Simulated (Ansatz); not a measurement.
**SbO4: computed properties**

Computed with DFT PBE, scalar-relativistic, plane waves, PAW (Ansatz).

Settings: cutoff 420 eV, Γ-centred mesh 14×14×14 on the computed 5-atom cell, Gaussian smearing of 0.10 eV; no spin polarisation.

The structure is relaxed at this level of theory with its symmetry kept, and needn't be the ground state of this composition.

```
Sb O
1.0
    -1.96796    1.96796    4.50501
     1.96796   -1.96796    4.50501
     1.96796    1.96796   -4.50501
Sb O
1 4
Cartesian
  0.0000 0.0000 0.0000
  0.0000 0.0000 7.0320
  0.0000 1.9680 0.0000
  1.9680 0.0000 0.0000
  0.0000 0.0000 1.9780
```

Q: Formation energy from the elements' standard states (uncorrected)?

A: +0.136 eV/atom.

Q: Kohn–Sham band gap?

A: none (metal).

Q: Density of states at the Fermi level?

A: 7.7 states/eV per cell.

Q: Orbital (Löwdin) character within 0.5 eV of the Fermi level?

A: O 2p 99 %.

Q: Bader charge by site (e)?

A: Sb (1 in the cell) 3.01, O (2 in the cell) -0.53, O (2 in the cell) -0.97.

Spin-orbit coupling is left out, which matters for the bands of heavy elements. The cell holds layers, chains or molecules and no dispersion correction was added, so their binding is poorly described. Spin polarisation was left out, and a magnetic state may lie lower.

Another cell of SbO4 relaxed alike, in P6/mmm, lies 84 meV/atom lower, so this cell isn't the stable form at this level.

The cell was found from a structure generator's guess, not taken from experiment. Löwdin shares on free-atom orbitals overweight diffuse shells.
